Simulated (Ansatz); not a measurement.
This cell of MoS₂ (2H-MoS2 type, space group P6_3/mmc) is off equilibrium:

```
MoS2
1.0
    3.15232     0.00000     0.00000
   -1.57616     2.72999     0.00000
    0.00000     0.00000    12.60227
Mo S
2 4
Direct
  0.33333   0.66667   0.25000
  0.66667   0.33333   0.75000
  0.33333   0.66667   0.62490
  0.66667   0.33333   0.12490
  0.66667   0.33333   0.37510
  0.33333   0.66667   0.87510
```

Method: r2SCAN+rVV10 (plane waves to 500 eV, PAW, scalar-relativistic; Ansatz, a program for electronic structure). k mesh 12×12×3 (Γ-centred), Fermi-Dirac smearing 0.05 eV. Energies are smeared free energies. Compression counts positive. As the atoms are clamped, bonds stretch with the cell, which overstates energies and stresses. MoS2 is run without spin polarisation. MoS2 was relaxed with its symmetry unable to fall. The PAW data are Ansatz's earlier set.

### Question
Give the stress tensor in GPa and the pressure.

### Answer
```
    1.1      0.0      0.0
    0.0      1.1      0.0
    0.0      0.0     -2.7
```
The pressure, a third of the trace, is -0.2 GPa.

### Question
It is the relaxed cell deformed to V/V₀ = 1.000, (c/a)/(c/a)₀ = 1.020, c along z, fractional positions held. What is its energy relative to the relaxed cell?

### Answer
2.8 meV/atom.

(Under strain, the slope of the energy per volume gives the stress and its curvature an elastic modulus.)
